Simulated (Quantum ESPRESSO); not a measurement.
Kohn-Sham bands of BN (Fmm2)

```
CELL_PARAMETERS angstrom
     -1.25163     0.00000    -2.16609
     -1.25163     0.00000     2.16609
      1.25163     3.49532     0.00000
ATOMIC_POSITIONS crystal
  B  0.99995 0.00005 0.00000
  N  0.33335 0.66665 0.00000
```

Cell from Materials Project (mp-685145), symmetrised, no further relaxation. Not found in the COD (Crystallography Open Database) copy used, which has the formula in other groups; not checked further. Method: PBEsol plane waves in Quantum ESPRESSO 7.5 (PseudoDojo norm-conserving files, 68 Ry, no spin polarisation, no spin-orbit coupling), Bloch states on a 12×12×12 mesh through Γ, Wannier90 4.0.1. Density: 14×14×14 mesh, cold smearing 0.01 Ry. The cell is built of weakly bound layers, chains or molecules, whose nearest atoms lie 3.57 Å apart. Database cells relaxed without dispersion often hold them too far apart, which can enlarge gaps and weakens couplings between them; spacing and stacking were not compared with the measured crystal.

List the Kohn-Sham levels between −8 and 6.7 eV relative to the valence-band maximum at the high-symmetry points, as a band run of pw.x on that density gives them (levels within 2 meV counted together).


```tsv
point	k (reciprocal lattice)	levels (eV)
Γ	0.000 0.000 0.000	-4.58, -1.47, -1.46, 4.63
Y	0.000 0.000 0.500	-6.26, -1.49, -1.46
T	0.500 -0.500 0.500	-4.33, -1.55, 3.69
Z	0.500 -0.500 0.000	-4.29, -0.59, 5.67
Σ_0	0.366 0.366 -0.366	-6.95, -0.60, 4.09
U_0	0.634 -0.366 0.366	-6.95, -0.60, 4.09
C_0	0.301 0.301 0.199	-7.07, -0.48, 4.89
A_0	0.699 -0.301 -0.199	-7.07, -0.48, 4.89
L	0.500 0.000 0.000	-4.29, -1.09, 4.50
```
